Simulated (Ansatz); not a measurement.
# SrNiO2 in Ansatz, relaxation

input.yaml:

```yaml
crystal:
  lattice:
    - [1.78069211, 8.13618662, 0.0]
    - [1.78069211, -8.13618662, 0.0]
    - [0.0, 0.0, -3.89355465]
  atoms:
    - { symbol: Sr, position: [0.331, 0.669, 0.75] }
    - { symbol: Sr, position: [0.669, 0.331, 0.25] }
    - { symbol: Ni, position: [0.061, 0.939, 0.75] }
    - { symbol: Ni, position: [0.939, 0.061, 0.25] }
    - { symbol: O, position: [0.945, 0.055, 0.75] }
    - { symbol: O, position: [0.055, 0.945, 0.25] }
    - { symbol: O, position: [0.181, 0.819, 0.75] }
    - { symbol: O, position: [0.819, 0.181, 0.25] }
kpoints:
  mp_grid: { grid: [5, 5, 5], shift: [0, 0, 0] }
magnetization:
  spin_polarized: true
scf:
  occupations: { method: fermi_dirac }
  lower_state_search: "off"
hamiltonian:
  pseudopotentials: { kind: paw }
  xc: r2scan
  hubbard:
    projectors: all-electron-ortho-atomic
    sites: [{ species: Ni, l: d, u_eff: 5.45 }]
basis:
  ecutwfc: 500
  fft_grid_basis: typed
relax:
  max_steps: 80
  cell: { p_target: 0.0 }
output:
  forces: true
  stress: true
  eigenvalues: true
  bader: true
  populations: true
  elf: true
  write_potential: true
  volumetric_format: npy
  dos:
    e_range: [-12, 8]
    de: 0.05
    projected: { site_lists: { Ni: [Ni], O: [O], Sr: [Sr] } }
  write_density: true
checkpoint:
  read: saved_state
```

The command:

```bash
ansatz run input.yaml --threads 2 --pin off --max-ram 4096MiB --backend cpu --events-out ev --progress --plain --runs-dir out
```

Origin of the cell: a database entry, scaled a little.

The smearing width isn't typed, so it takes its default of 0.1 eV.

The saved state is a converged single point of the same cell, with its larger moments on Ni3 up, Ni4 up.

Steps («new basis» is an SCF on plane waves selected anew at the same cell):

```json
{"step": "1", "ΔF (meV/atom)": "0.0", "max force component (eV/Å)": "0.672", "P (GPa)": "5.99", "volume (Å³)": "112.82", "SCF iterations": "11", "step was": "accepted"}
{"step": "2", "ΔF (meV/atom)": "-9.9", "max force component (eV/Å)": "0.584", "P (GPa)": "1.07", "volume (Å³)": "117.17", "SCF iterations": "9", "step was": "accepted"}
{"step": "3", "ΔF (meV/atom)": "-17.6", "max force component (eV/Å)": "0.286", "P (GPa)": "0.09", "volume (Å³)": "117.34", "SCF iterations": "8", "step was": "accepted"}
{"step": "4", "ΔF (meV/atom)": "-19.4", "max force component (eV/Å)": "0.047", "P (GPa)": "-0.10", "volume (Å³)": "117.18", "SCF iterations": "7", "step was": "accepted"}
{"step": "5", "ΔF (meV/atom)": "-19.5", "max force component (eV/Å)": "0.075", "P (GPa)": "-0.03", "volume (Å³)": "117.28", "SCF iterations": "7", "step was": "accepted"}
{"step": "6", "ΔF (meV/atom)": "-19.6", "max force component (eV/Å)": "0.014", "P (GPa)": "0.04", "volume (Å³)": "117.22", "SCF iterations": "7", "step was": "accepted"}
{"step": "7", "ΔF (meV/atom)": "-19.6", "max force component (eV/Å)": "0.002", "P (GPa)": "-0.01", "volume (Å³)": "117.27", "SCF iterations": "7", "step was": "accepted"}
{"step": "8", "ΔF (meV/atom)": "-20.0", "max force component (eV/Å)": "0.002", "P (GPa)": "0.00", "volume (Å³)": "117.27", "SCF iterations": "8", "step was": "new basis"}
```

Step 1, with forces in eV/Å:

```xyz
8
Lattice="1.781 8.136 0.000 1.781 -8.136 0.000 0.000 0.000 -3.894" Properties=species:S:1:pos:R:3:forces:R:3 pbc="T T T" step=1
Sr    1.781   -2.750   -2.920    0.000   -0.060    0.000
Sr    1.781    2.750   -0.973    0.000    0.060    0.000
Ni    1.781   -7.144   -2.920    0.000    0.672    0.000
Ni    1.781    7.144   -0.973    0.000   -0.672    0.000
O     1.781    7.241   -2.920    0.000   -0.630    0.000
O     1.781   -7.241   -0.973    0.000    0.630    0.000
O     1.781   -5.191   -2.920    0.000   -0.154    0.000
O     1.781    5.191   -0.973    0.000    0.154    0.000
```

Step 2, with forces in eV/Å:

```xyz
8
Lattice="1.783 8.300 0.000 1.783 -8.300 0.000 0.000 0.000 -3.959" Properties=species:S:1:pos:R:3:forces:R:3 pbc="T T T" step=2
Sr    1.783   -2.855   -2.969    0.000    0.555    0.000
Sr    1.783    2.855   -0.990    0.000   -0.555    0.000
Ni    1.783   -7.303   -2.969    0.000    0.300    0.000
Ni    1.783    7.303   -0.990    0.000   -0.300    0.000
O     1.783    7.387   -2.969    0.000   -0.584    0.000
O     1.783   -7.387   -0.990    0.000    0.584    0.000
O     1.783   -5.350   -2.969    0.000    0.411    0.000
O     1.783    5.350   -0.990    0.000   -0.411    0.000
```

Step 3, with forces in eV/Å:

```xyz
8
Lattice="1.777 8.277 0.000 1.777 -8.277 0.000 0.000 0.000 -3.989" Properties=species:S:1:pos:R:3:forces:R:3 pbc="T T T" step=3
Sr    1.777   -2.806   -2.992    0.000    0.033    0.000
Sr    1.777    2.806   -0.997    0.000   -0.033    0.000
Ni    1.777   -7.268   -2.992    0.000    0.221    0.000
Ni    1.777    7.268   -0.997    0.000   -0.221    0.000
O     1.777    7.360   -2.992    0.000   -0.286    0.000
O     1.777   -7.360   -0.997    0.000    0.286    0.000
O     1.777   -5.305   -2.992    0.000   -0.064    0.000
O     1.777    5.305   -0.997    0.000    0.064    0.000
```

Step 4, with forces in eV/Å:

```xyz
8
Lattice="1.770 8.233 0.000 1.770 -8.233 0.000 0.000 0.000 -4.020" Properties=species:S:1:pos:R:3:forces:R:3 pbc="T T T" step=4
Sr    1.770   -2.790   -3.015    0.000    0.017    0.000
Sr    1.770    2.790   -1.005    0.000   -0.017    0.000
Ni    1.770   -7.221   -3.015    0.000   -0.047    0.000
Ni    1.770    7.221   -1.005    0.000    0.047    0.000
O     1.770    7.305   -3.015    0.000   -0.022    0.000
O     1.770   -7.305   -1.005    0.000    0.022    0.000
O     1.770   -5.275   -3.015    0.000   -0.027    0.000
O     1.770    5.275   -1.005    0.000    0.027    0.000
```

Step 5, with forces in eV/Å:

```xyz
8
Lattice="1.773 8.202 0.000 1.773 -8.202 0.000 0.000 0.000 -4.032" Properties=species:S:1:pos:R:3:forces:R:3 pbc="T T T" step=5
Sr    1.773   -2.777   -3.024    0.000   -0.012    0.000
Sr    1.773    2.777   -1.008    0.000    0.012    0.000
Ni    1.773   -7.202   -3.024    0.000    0.075    0.000
Ni    1.773    7.202   -1.008    0.000   -0.075    0.000
O     1.773    7.269   -3.024    0.000    0.043    0.000
O     1.773   -7.269   -1.008    0.000   -0.043    0.000
O     1.773   -5.258   -3.024    0.000   -0.027    0.000
O     1.773    5.258   -1.008    0.000    0.027    0.000
```

Step 8, with forces in eV/Å:

```xyz
8
Lattice="1.773 8.202 0.000 1.773 -8.202 0.000 0.000 0.000 -4.031" Properties=species:S:1:pos:R:3:forces:R:3 pbc="T T T" step=8
Sr    1.773   -2.777   -3.023    0.000   -0.001    0.000
Sr    1.773    2.777   -1.008    0.000    0.001    0.000
Ni    1.773   -7.197   -3.023    0.000    0.000    0.000
Ni    1.773    7.197   -1.008    0.000    0.000    0.000
O     1.773    7.273   -3.023    0.000    0.002    0.000
O     1.773   -7.273   -1.008    0.000   -0.002    0.000
O     1.773   -5.257   -3.023    0.000   -0.001    0.000
O     1.773    5.257   -1.008    0.000    0.001    0.000
```

* Free energy lowered by: 20.0 meV/atom
* Volume change: 3.95 %
* Final pressure: 0.00 GPa
* Relaxation steps listed: 8
* Gap on the mesh: 2.29 eV
* Site moments at the end (small spheres, which read low): Ni3 +1.7, Ni4 +1.7 μB
* Total moment: 4.00 μB

Caveats: the magnetic state was chosen at the start cell and may not be the lowest after relaxing; the relaxation held the start's symmetry, so the end may be a saddle point.

It ran for 5.3 min on 2 threads of Arm Neoverse V1, with other jobs on the host, peak memory 1.3 GiB, from a saved density.
